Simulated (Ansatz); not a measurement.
## YbN (zincblende structure), explained

The computed numbers are results of PBE+U (U_eff = 6 eV on Yb 4f), scalar-relativistic (collinear spin) in the plane-wave PAW code Ansatz at 420 eV, 8×8×8 k-mesh, Gaussian smearing of 0.05 eV. The datasets are Ansatz's generated set soft_2.

The start was a prototype's sites filled with these elements. The Crystallography Open Database lists the compound in space group Fm-3m (rock salt), so this is a trial structure.

The relaxed structure (symmetry read at 0.01 Å). Symmetry: F-43m, No. 216, cubic system. The conventional cell has a = 5.162 Å, b = 5.162 Å, c = 5.162 Å, α = 90.00°, β = 90.00°, γ = 90.00°. Yb (site symmetry -43m) has 4 N at 2.24 Å as nearest neighbours. N (site symmetry -43m) has 4 Yb at 2.24 Å as nearest neighbours. (Neighbours are counted to 15 % beyond the shortest distance.)

The electronic state has lower symmetry than the lattice and leaves a non-hydrostatic stress of up to 0.3 GPa in this cell.

Results at this level of theory:

| Property | Result |
| --- | --- |
| Volume | 17.20 Å³/atom |
| Band gap | 1.21 eV |
| Smallest direct gap | 1.24 eV (over both spins) |
| Magnetic state | ferromagnetic |
| Site spin moments | Yb 0.98 μB |
| Spin moment of the cell | 1.00 μB |
| Bader charges | Yb 1.81; N -1.81 e |
| f electrons (orthogonalised atomic orbitals) | Yb 13.01 |
| Bulk modulus (Birch–Murnaghan) | 121 GPa |
| Pressure derivative B0′ | 3.9 |
| Shear modulus (Hill) | 37 GPa |
| Young's modulus | 102 GPa |
| Poisson's ratio | 0.36 |
| Elastically stable | yes |

Problem. Should it be a metal or an insulator?

Solution. Formal charges Yb³⁺, N³⁻ leave Yb³⁺ with an open 4f¹³ shell. A part-filled shell gives a gap only if something splits it: here the Hubbard U pushes the occupied f orbitals down and the empty ones up, perhaps past the metal's d band, and the gap is 1.21 eV.

Problem. What kind of gap is it?

Solution. It is indirect by only 0.04 eV, as good as direct: 1.21 eV. Within 0.6 eV of the edges the projected states are 84 % N 2p at the top of the valence band and 97 % Yb 4f at the bottom of the conduction band. Crossing the gap moves an electron from the anion to the metal: a charge-transfer gap.

Hund's first rule gives Yb³⁺ with 13 f electrons 1 unpaired spin, a spin moment of 1 μB; the run has 0.98 μB on Yb (atomic spheres) and 13.01 f electrons on orthogonalised orbitals. The moment is close to the ion's, so in this run the shell is localised and nearly fully polarised. Without spin–orbit coupling the orbital moment, which adds to the spin in such a shell (free ion: L = 3 beside 2S = 1), is missing, so this isn't the moment that neutrons would see.

Bader charges against formal ones: Yb +1.81 (+3), N −1.81 (−3). The cations give up 60 % of the formal charge; Bader charges stay under formal ones because the anions' density reaches into the cations' basins, the more so the higher the formal charge and the softer the anion.

Problem. How stiff is it, in energy terms?

Solution. B0·V0 = 121.1 GPa × 17.19 Å³ = 13.00 eV/atom sets the scale: near the minimum ΔE ≈ ½ B0 V0 x², with x = V/V0 − 1, and a pressure of 1.2 GPa squeezes the volume by about 1 %. At the ends of the curve: x = −5.5 % predicts 19.5 meV/atom and the run gives 21.4; x = +10.0 % predicts 65.3 meV/atom and the run gives 55.8. Compression costs more and expansion less than the parabola says, since the crystal stiffens as it shrinks; B0′ measures that.

Problem. Which Debye temperature follows from the elastic moduli?

Solution. K = 121 GPa and G = 37 GPa (Hill). With a density of 9.031 g/cm³ (mean mass 93.5 u, 17.20 Å³/atom), K = 121.2 and G = 37.4 GPa from the unrounded constants, v_l = √((K + 4G/3)/ρ) = 4350 m/s and v_t = √(G/ρ) = 2030 m/s. The mean [(1/v_l³ + 2/v_t³)/3]^(−1/3) is 2290 m/s, and θ_D = (ħ/k_B)(6π²/V)^(1/3) v_m ≈ 260 K, with V the volume an atom.

With a Hubbard U or exact exchange the result depends on the state in which the open shell ends, and a lower one can't be excluded. Spin–orbit coupling, which matters for such heavy elements, is left out. The order of the orbitals lowers the symmetry, along an axis that is one of several equivalent ones. Site moments are of spin, integrated over atomic spheres.
